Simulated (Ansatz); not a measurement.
# Ru, first-principles data

Ru:
```
Ru
1.0
    2.68611     0.00000     0.00000
   -1.34306     2.32624     0.00000
    0.00000     0.00000    17.34218
Ru
8
Direct
  0.00000   0.00000   0.68798
  0.33333   0.66667   0.81507
  0.66667   0.33333   0.93949
  0.33333   0.66667   0.06051
  0.66667   0.33333   0.18493
  0.00000   0.00000   0.31202
  0.33333   0.66667   0.43674
  0.66667   0.33333   0.56326
```

Space group P-3m1 (No. 164); conventional cell a = b = 2.6861 Å, c = 17.3422 Å, α = β = 90.00°, γ = 120.00°.

Method: plane-wave PAW r²SCAN (Ansatz code). Geometry: relaxed at this level of theory. Other levels are named where they apply.

**Cell and energy**

| Item | Result |
|---|---|
| Volume per atom | 13.55 Å³ |
| Density | 12.39 g/cm³ |

**Electronic structure**

| Quantity | Value |
|---|---|
| Electronic character | metallic (no gap) |
| Density of states at the Fermi level | 0.92 states/eV per atom (mean over ±0.08 eV) |
| Gap with spin–orbit coupling | none (metallic) |

**Mechanics**

| Item | Result |
|---|---|
| Bulk modulus (Birch–Murnaghan fit) | 3310 kbar |
| Pressure derivative B′ | 4.8 |

The start of the workflow was typed in or built on a structure type; neither database checked (COD, Materials Project) lists it. It is not the phase usual at ambient conditions (space group No. 194). The r²SCAN relaxation kept the symmetry of its start; whether a distortion lowers the energy is not shown. No spin polarisation was allowed. Axis ratios of metals converge slowly with the k-mesh, so a and c are less sure than the volume. Scalar-relativistic: spin–orbit coupling is off unless named, which matters more the heavier the elements.

Potentials: the later of the program's two PAW sets.
